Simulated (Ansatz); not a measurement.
Values for one crystal, relaxed and computed with DFT-PBE in the program Ansatz with PAW potentials; other levels are named.

* **Volume per atom**: 19.45 Å³
* **Electronic character**: metallic (no gap)
* **Density of states at the Fermi level**: 0.57 states/eV per atom (mean over ±0.08 eV)
* **Formation energy from the elements (no fitted shifts)**: -0.16 eV/atom

Which of these materials gives this?
A) GeW2, P4/nmm (W on 2a, W on 2c, Ge on 2c)
B) SnS, P4_2/mmc (Sn on 2c, S on 2e)
C) EuS, rock salt
D) NbSnS, P4/nmm (Nb on 2c, Sn on 2a, S on 2c)

D, NbSnS, P4/nmm (Nb on 2c, Sn on 2a, S on 2c)

The start of the workflow was typed in or built on a structure type; neither database checked (COD, Materials Project) lists it. Its standing as an ambient phase is unchecked. Symmetry was held in the PBE relaxation; its stability against distortions is not shown here. The workflow began spin-polarised and lost its moments. The references are the lowest solids computed at this level, not always the standard phases. Scalar-relativistic: spin–orbit coupling is off unless named, which matters more the heavier the elements.

Potentials: the later of the program's two PAW sets.
